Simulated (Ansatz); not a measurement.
A relaxation computed with Ansatz, from input to last step.

```yaml
crystal:
  lattice:
    - [-1.7034486149, 1.7034486149, 1.7034486149]
    - [1.7034486149, -1.7034486149, 1.7034486149]
    - [1.7034486149, 1.7034486149, -1.7034486149]
  atoms:
    - { symbol: Se, position: [0.0, 0.0, 0.0] }
basis:
  ecutwfc: 420
kpoints:
  mp_grid: { grid: [18, 18, 18] }
hamiltonian:
  xc: pbesol
scf:
  occupations: { method: gaussian, width: 0.1 }
output:
  forces: true
  stress: true
  eigenvalues: true
  write_density: true
  write_potential: true
  elf: true
  volumetric_format: npy
relax:
  adjacent_minimum: "off"
  f_tol: 0.005
  max_steps: 80
  cell: { stress_tol: 0.05 }
```

```bash
ansatz run input.yaml --threads 1 --pin off --max-ram 2560MiB --backend cpu --events-out ev --progress --plain --runs-dir out
```

Method: DFT PBEsol, scalar-relativistic, plane waves, PAW (Ansatz).

Of 5 frames 4 are shown, positions in Å and forces in eV/Å; the SCF threshold varies from step to step. Steps run on the plane waves of an earlier cell, with a Pulay correction in the pressure. The basis is chosen afresh for the last frame, the zero of the energies, and at times for earlier ones too; energy and pressure step there, also at an unchanged geometry.

```xyz
1
Lattice="-1.7034 1.7034 1.7034 1.7034 -1.7034 1.7034 1.7034 1.7034 -1.7034" Properties=species:S:1:pos:R:3:forces:R:3 pbc="T T T" step=1 free_energy_over_end_meV_per_atom=3.93 pressure_GPa=-2.24
Se    0.0000    0.0000    0.0000    0.0000    0.0000    0.0000
1
Lattice="-1.6780 1.6780 1.6780 1.6780 -1.6780 1.6780 1.6780 1.6780 -1.6780" Properties=species:S:1:pos:R:3:forces:R:3 pbc="T T T" step=2 free_energy_over_end_meV_per_atom=1.47 pressure_GPa=1.56
Se    0.0000    0.0000    0.0000    0.0000    0.0000    0.0000
1
Lattice="-1.6882 1.6882 1.6882 1.6882 -1.6882 1.6882 1.6882 1.6882 -1.6882" Properties=species:S:1:pos:R:3:forces:R:3 pbc="T T T" step=3 free_energy_over_end_meV_per_atom=-0.06 pressure_GPa=-0.09
Se    0.0000    0.0000    0.0000    0.0000    0.0000    0.0000
1
Lattice="-1.6877 1.6877 1.6877 1.6877 -1.6877 1.6877 1.6877 1.6877 -1.6877" Properties=species:S:1:pos:R:3:forces:R:3 pbc="T T T" step=5 free_energy_over_end_meV_per_atom=0.00 pressure_GPa=0.00
Se    0.0000    0.0000    0.0000    0.0000    0.0000    0.0000
```

The run took 34 s on 1 thread of AMD EPYC (Zen 3), with other jobs on the host, peak memory 0.36 GiB.